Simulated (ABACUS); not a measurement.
**How a calculation on SiNi (Pnma, 8 atoms in the cell; from Materials Project mp-351) responds to its settings**

```xyz
8
Lattice="5.1415 0.0000 0.0000 0.0000 3.3213 0.0000 0.0000 0.0000 5.5698" Properties=species:S:1:pos:R:3 pbc="T T T"
Si     4.2217     2.4910     3.2434
Si     0.9199     0.8303     2.3264
Si     3.4906     0.8303     0.4585
Si     1.6509     2.4910     5.1113
Ni     2.6116     0.8303     3.8349
Ni     2.5299     2.4910     1.7349
Ni     5.1007     2.4910     1.0500
Ni     0.0409     0.8303     4.5198
```

Base run A: ABACUS with PBE, numerical atomic orbitals TZP (confined pseudo-atomic orbitals with Gaussian additions; energy shift 0.01 Ry), PseudoDojo 0.5 standard norm-conserving PBE (tails mended) pseudopotentials, self-consistent single point.

Its settings: basis = TZP numerical atomic orbitals, energy shift 0.01 Ry; KPT = Gamma 3 6 3 0 0 0; basis_type = lcao; ecutwfc = 100 Ry; smearing_method = fd; smearing_sigma = 0.00734986 Ry; potentials = PseudoDojo 0.5 standard norm-conserving PBE (tails mended); symmetry = 1; symmetry_prec = 1e-05; ks_solver = scalapack_gvx; scf_nmax = 100; scf_thr = 1.0e-06; mixing_type = broyden; mixing_beta = 0.4.

The atom-centred basis is finite, which shifts total energies, pressures and forces against plane waves. The run has no spin polarisation, so moments on Ni cannot form. The structure comes from a collection of computed structures, made at another level of theory; the collection holds predicted forms beside known ones. No clean gap shows at this smearing width and mesh (spacing up to 0.41 Å⁻¹); the mesh is coarse for partly filled bands, so the values carry mesh errors.

ΔF is the free energy per atom less that of run A. 

```tsv
run	smearing_sigma, KPT	ΔF (meV/atom)	pressure (GPa)	largest force (eV/Å)	TS (meV/atom)	k-points
A	0.00734986 Ry, Gamma 3 6 3 0 0 0	0.00	6.91	0.158	12.3	16
B	0.00220496 Ry, Gamma 3 4 3 0 0 0	10.9	6.85	0.131	1.0	12
C	0.00734986 Ry, Gamma 3 4 3 0 0 0	5.3	6.95	0.131	12.7	12
D	0.0220496 Ry, Gamma 3 4 3 0 0 0	-41.8	7.73	0.139	104.9	12
E	0.00220496 Ry, Gamma 3 5 3 0 0 0	9.8	6.96	0.131	1.9	12
F	0.00734986 Ry, Gamma 3 5 3 0 0 0	3.1	7.00	0.135	13.0	12
G	0.0220496 Ry, Gamma 3 5 3 0 0 0	-43.1	7.70	0.131	102.7	12
H	0.00220496 Ry, Gamma 3 6 3 0 0 0	5.8	6.85	0.181	1.3	16
I	0.0220496 Ry, Gamma 3 6 3 0 0 0	-44.0	7.62	0.134	99.5	16
J	0.00220496 Ry, Gamma 4 6 4 0 0 0	-7.5	6.64	0.174	0.3	36
K	0.00734986 Ry, Gamma 4 6 4 0 0 0	-10.7	6.68	0.173	7.7	36
L	0.0220496 Ry, Gamma 4 6 4 0 0 0	-47.7	7.48	0.148	93.5	36
```

Run I against A: The free energy falls by 44.0 meV/atom, the pressure goes from 6.91 to 7.62 GPa and the largest force goes from 0.158 to 0.134 eV/Å.

Run G against A: The free energy goes down by 43.1 meV/atom, the pressure goes from 6.91 to 7.70 GPa and the largest force goes from 0.158 to 0.131 eV/Å.

Run K against A: The free energy drops by 10.7 meV/atom, the pressure goes from 6.91 to 6.68 GPa and the largest force goes from 0.158 to 0.173 eV/Å.

Small differences between rows can be mesh errors.

The atomic orbitals were generated for these runs; they are not ABACUS's published sets and were checked against plane waves on a few crystals only.

“Tails mended”: in these copies of the files the far tail of each local potential was reset to the Coulomb form.
